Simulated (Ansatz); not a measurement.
A trial cell of B3As, before relaxation:

```yaml
crystal:
  lattice:
    - [4.95465, 0.00000, 0.00000]
    - [-2.47732, 4.29085, 0.00000]
    - [0.00000, 0.00000, 4.40295]
  atoms:
    - { symbol: B, position: [0.69534, 0.00000, 0.75000] }
    - { symbol: B, position: [0.00000, 0.30466, 0.25000] }
    - { symbol: B, position: [0.30466, 0.00000, 0.25000] }
    - { symbol: B, position: [0.00000, 0.69534, 0.75000] }
    - { symbol: B, position: [0.69534, 0.69534, 0.25000] }
    - { symbol: B, position: [0.30466, 0.30466, 0.75000] }
    - { symbol: As, position: [0.00000, 0.00000, 0.00000] }
    - { symbol: As, position: [0.00000, 0.00000, 0.50000] }
```

All numbers below come from DFT PBE, scalar-relativistic, plane waves, PAW (Ansatz). Cutoff 420 eV, Gaussian smearing, Γ-centred meshes. Cell and atoms relax first on a coarse mesh and then on a finer one. In between, the cell is made exact in the group found at 0.06 Å. In metals the finer mesh still leaves noise of several meV/atom or more. The steps can't lower the symmetry of their start. No spin polarisation.

A guess keeps its type if space group and coordination stay and the shape of the cell changes little (axis ratios within about 15 %, angles within 6°); the volume may change.

**Question.** Does this structure survive the relaxation?

**Answer.** It doesn't keep its type. The symmetry goes from P6_3/mcm (No. 193) to P6/mmm (No. 191), and the primitive cell from 8 to 4 atoms. The volume per atom shrinks by 13.0 %, from 11.7 to 10.2 Å³. The shortest distance goes from 1.87 Å (B–As) to 1.72 Å (B–B). Counting neighbours within 15 % of an atom's shortest distance, the start has As 6, B 2 and the end As 12, B 4. In detail, at the end around B lie 4 B at 1.72 Å and 4 As at 2.63 Å; As is surrounded by 12 B at 2.63 Å.

Space group P6/mmm (No. 191). a = 3.435 Å, b = 3.435 Å, c = 3.985 Å, α = 90.00°, β = 90.00°, γ = 120.00°
```tsv
atom	site	symmetry	x	y	z
B	3g	mmm	0.5000	0.0000	0.5000
As	1a	6/mmm	0.0000	0.0000	0.0000
```

Formation energies are uncorrected and refer to the elements' standard structures at the same level.

**Question.** At what energy does it end?

**Answer.** +0.67 eV/atom. The separate elements lie lower, so it is unstable against them.

The last run used an 18×18×12 mesh (in the run's order of axes) for its 4-atom cell and Gaussian smearing of 0.10 eV. The reference form of As is held partly by dispersion forces, which this level lacks. Symmetry constrained the relaxation, so the result can be a saddle point.
